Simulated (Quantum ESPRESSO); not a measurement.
# Planted mistakes on one cell of Ge2AlN3S

The results below are calculated, not measured. They come from pw.x of Quantum ESPRESSO 7.5, a plane-wave density functional program, with PseudoDojo standard norm-conserving files (v0.5 for PBE, v0.4.1 for LDA and PBEsol). The cells are made up: elements, strain and atom displacements were drawn at random, and nothing was relaxed. There is no spin polarisation, spin-orbit coupling or dispersion term.

The cell has 8 sites of a zincblende or diamond lattice. Sites 1 to 4 hold empty Ge Al Ge; sites 5 to 8 hold N S N N. Cell vectors in Å: (4.709, 0.022, -0.007); (0.022, 4.589, 0.013); (-0.007, 0.013, 4.620). Settings: PBE, cutoff 1143 eV, 4 x 4 x 4 k mesh shifted by half a step, Fermi-Dirac smearing of 0.025 eV.

The intended run has a self-consistency threshold of 1e-07 eV, a smearing term of 0.000 eV, a pressure of 1.94 GPa and 12 iterations. Each further run changes one thing: all lengths scaled by 0.9926; atoms of sites 6 and 7 exchanged; cutoff 713 eV; files of PBEsol; k mesh 2 x 2 x 2; one electron removed; smearing 0.55 eV; threshold 0.08 eV. A coarse mesh keeps the shift, and a charged cell sits in a uniform background.

| run | change of free energy (eV) | smearing term -TS (eV) | change of P (GPa) | largest change of a force component (eV/Å) | iterations |
| --- | --- | --- | --- | --- | --- |
| A | 7.161 | 0.000 | -88.18 | 0.074 | 12 |
| B | 8.596 | 0.000 | -3.97 | 0.209 | 12 |
| C | 0.305 | 0.000 | 0.39 | 0.126 | 13 |
| D | -0.428 | -1.297 | 2.13 | 0.574 | 12 |
| E | 0.009 | 0.000 | -0.41 | 0.303 | 6 |
| F | 0.047 | 0.000 | 2.91 | 0.357 | 12 |
| G | -0.420 | 0.000 | -0.32 | 10.985 | 12 |
| H | -7.700 | -0.009 | -19.97 | 0.847 | 13 |

A rerun of the intended cell at 1437 eV and k mesh 6 x 6 x 6 moved values by no more than 0.004 eV in the cell's energy, 0.02 GPa in stress and 0.002 eV/Å in force.

Question: which change belongs to which run?

## Worked reading

Run E has the fewest iterations, as a run stopped early does. Run D has the largest smearing term, as wide smearing gives. Run A has a higher energy and the largest fall in pressure, as too small a basis gives. Run F changes the volume by a factor of 0.9780; minus its pressure change over the logarithm of that factor, 131 GPa, is a rough bulk modulus with clamped atoms. Energies from files of another functional, or of a charged cell, have another zero and say nothing on stability; the pressure of a charged cell rests on the program's zero of potential too.

## Key

```
run,change
A,cutoff 713 eV
B,files of PBEsol
C,k mesh 2 x 2 x 2
D,smearing 0.55 eV
E,threshold 0.08 eV
F,all lengths scaled by 0.9926
G,atoms of sites 6 and 7 exchanged
H,one electron removed
```